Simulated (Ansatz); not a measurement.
MgB$_{2}$ (AlB2 type, space group P6/mmm)

```yaml
crystal:
  lattice:
    - [3.07432, 0.00000, 0.00000]
    - [-1.53716, 2.66244, 0.00000]
    - [0.00000, 0.00000, 3.52754]
  atoms:
    - { symbol: Mg, position: [0.00000, 0.00000, 0.00000] }
    - { symbol: B, position: [0.33333, 0.66667, 0.50000] }
    - { symbol: B, position: [0.66667, 0.33333, 0.50000] }
```

The volume is varied about the relaxed value V₀ at fixed cell shape. Symmetry pins the atoms to their sites.

Computed with PBE (plane waves to 420 eV, PAW, scalar-relativistic; Ansatz, a quantum-chemistry and plane-wave program). k mesh 17×17×13 (Γ-centred), Fermi-Dirac smearing 0.05 eV. Energies are smeared free energies. Compression counts positive. With the shape held, the modulus is that of even scaling; a crystal free to change shape is softer. MgB2 was relaxed with its symmetry unable to fall. ΔE is measured from the relaxed starting cell. The last digit holds for this mesh only.

```tsv
V (Å³/atom)	ΔE (meV/atom)
8.662	53.5
8.903	28.9
9.143	12.3
9.384	3.0
9.625	0.0
9.865	withheld
10.106	10.6
10.346	23.0
10.587	39.4
```

### Question
Fit a third-order Birch-Murnaghan form (E₀, V₀, B₀, B₀′ free) to the given rows and predict ΔE at V = 9.865.

### Answer
Least squares on the 8 given rows: ΔE = E₀ + (9V₀B₀/16)·y²·[2 + (B₀′ − 4)y], y = (V₀/V)^(2/3) − 1, with V₀ = 9.624 Å³/atom, B₀ = 151.8 GPa (160.2 GPa = 1 eV/Å³; the term in eV is multiplied by 1000), B₀′ = 3.59, E₀ = 0.02 meV/atom; root-mean-square residual 0.04 meV/atom. At 9.865 the fit gives 2.8 meV/atom; the calculation gives 2.8 meV/atom, the same to the digits shown. For the pressure the fit gives -3.6 GPa against the computed -3.6 GPa.

(Under strain, the slope of the energy per volume gives the stress and its curvature an elastic modulus.)
